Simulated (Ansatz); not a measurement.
The cell below belongs to a search over invented structures; it isn't taken from experiment.

Input and command of a plane-wave DFT calculation in Ansatz:

```yaml
crystal:
  lattice:
    - [-2.54459872, 2.54459872, 4.96284398]
    - [2.54459872, -2.54459872, 4.96284398]
    - [2.54459872, 2.54459872, -4.96284398]
  atoms:
    - { symbol: Na, position: [0.75, 0.25, 0.5] }
    - { symbol: Na, position: [0.25, 0.75, 0.5] }
    - { symbol: Hf, position: [0.5, 0.0, 0.5] }
    - { symbol: Hf, position: [0.0, 0.5, 0.5] }
    - { symbol: Cd, position: [0.0, 0.0, 0.0] }
basis:
  ecutwfc: 420
kpoints:
  mp_grid: { grid: [5, 5, 5] }
hamiltonian:
  xc: pbe
scf:
  occupations: { method: gaussian, width: 0.2 }
  lower_state_search: "off"
output:
  forces: true
  stress: true
  eigenvalues: true
relax:
  adjacent_minimum: "off"
  f_tol: 0.08
  max_steps: 16
  cell: { stress_tol: 0.8 }
```

```bash
ansatz run input.yaml --threads 1 --pin off --max-ram 2560MiB --backend cpu --events-out ev --progress --plain --runs-dir out
```

Processor: Arm Neoverse V2, 1 thread, on a host shared with other jobs.

Task: Estimate time, memory and problem size.

Result: About 87 s, peak memory 0.56 GiB. It solves 54 bands at 18 k points (after reduction by symmetry) with about 3647 plane waves (on the last cell), in 82 SCF iterations over 11 ionic steps.
